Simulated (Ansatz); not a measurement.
**Property card for Hg**

Hg:
```cif
data_Hg2
_chemical_formula_sum 'Hg2'
_space_group_name_H-M_alt 'P 1'
_space_group_IT_number 1
_cell_length_a 4.67217
_cell_length_b 4.67217
_cell_length_c 4.67217
_cell_angle_alpha 60.000
_cell_angle_beta 60.000
_cell_angle_gamma 60.000
loop_
_space_group_symop_operation_xyz
  'x, y, z'
loop_
_atom_site_label
_atom_site_type_symbol
_atom_site_fract_x
_atom_site_fract_y
_atom_site_fract_z
_atom_site_occupancy
Hg1 Hg 0.00000 0.00000 0.00000 1
Hg2 Hg 0.25000 0.25000 0.25000 1
```

Space group Fd-3m (No. 227), diamond; conventional cell a = 6.6074 Å, b = 6.6074 Å, c = 6.6074 Å, α = 90.00°, β = 90.00°, γ = 90.00°.

Method: the program Ansatz at the PBEsol level (PAW). Geometry: relaxed at this level of theory. Other levels are named where they apply.

**Cell and energy**

Volume per atom: 36.06 Å³
Density: 9.24 g/cm³

**Electronic structure**

- Electronic character: metallic (no gap)
- Density of states at the Fermi level: 0.65 states/eV per atom (mean over ±0.08 eV)
- Gap with spin–orbit coupling: none (metallic)

**Mechanics**

Bulk modulus (Birch–Murnaghan fit): 16.4 GPa
Pressure derivative B′: 9.1
Elastic constants (relaxed ions, GPa): C11 = 12.6, C12 = 18.3, C44 = -3.6
Mechanical stability: unstable (C has a negative eigenvalue)

**Phonons**

Highest zone-centre frequency: 83 cm⁻¹
Zone-centre stability: no imaginary mode at Γ

The start of the workflow was typed in or built on a structure type; neither database checked (COD, Materials Project) lists it. It is not the usual solid phase (space group No. 166). Symmetry was held in the PBEsol relaxation. The substance is a gas or liquid at ambient conditions. The volume moved by -28 % from the start of the relaxation. As this level gives no gap, shear constants depend on the k-mesh and smearing (Fermi–Dirac, 0.1 eV here). As this level gives no gap, phonon frequencies hold no LO–TO term and depend on the k-mesh and smearing (Fermi–Dirac, 0.1 eV here). Spin–orbit coupling is left out wherever it is not named.

Potentials: the later of the program's two PAW sets.
